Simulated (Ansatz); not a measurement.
Input and command of a plane-wave DFT calculation in Ansatz:

```yaml
crystal:
  lattice:
    - [6.129188563, 0.0, 0.0]
    - [0.0, 4.0466241737, 2.9382009356]
    - [0.0, -4.0466241737, 2.9382009356]
  atoms:
    - { symbol: Ca, position: [0.0, 0.3018416561, 0.3018416561] }
    - { symbol: Ca, position: [0.5, 0.7293577402, 0.1880732205] }
    - { symbol: Ca, position: [0.5, 0.1880732205, 0.7293577402] }
    - { symbol: Cl, position: [0.0, 0.5826739629, 0.0131772437] }
    - { symbol: Cl, position: [0.0, 0.0131772437, 0.5826739629] }
basis:
  ecutwfc: 420
kpoints:
  mp_grid: { grid: [4, 4, 4] }
hamiltonian:
  xc: pbe
scf:
  occupations: { method: gaussian, width: 0.1 }
  lower_state_search: "off"
output:
  forces: true
  stress: true
  eigenvalues: true
relax:
  adjacent_minimum: "off"
  f_tol: 0.04
  max_steps: 70
  cell: { stress_tol: 0.4 }
```

```bash
ansatz run input.yaml --threads 1 --pin off --max-ram 2560MiB --backend cpu --events-out ev --progress --plain --runs-dir out
```

Processor: Arm Neoverse V1, 1 thread, on a host shared with other jobs.

Task: How long does it run, and how much memory does it take?

Result: About 2.6 min on 1 thread of Arm Neoverse V1, on a shared host, peak memory 0.38 GiB. It solves 27 bands at 21 k points (the mesh reduced by the symmetry that the task leaves, which can be less than the crystal's) with about 3471 plane waves (on the last cell), in 110 SCF iterations over 16 ionic steps.
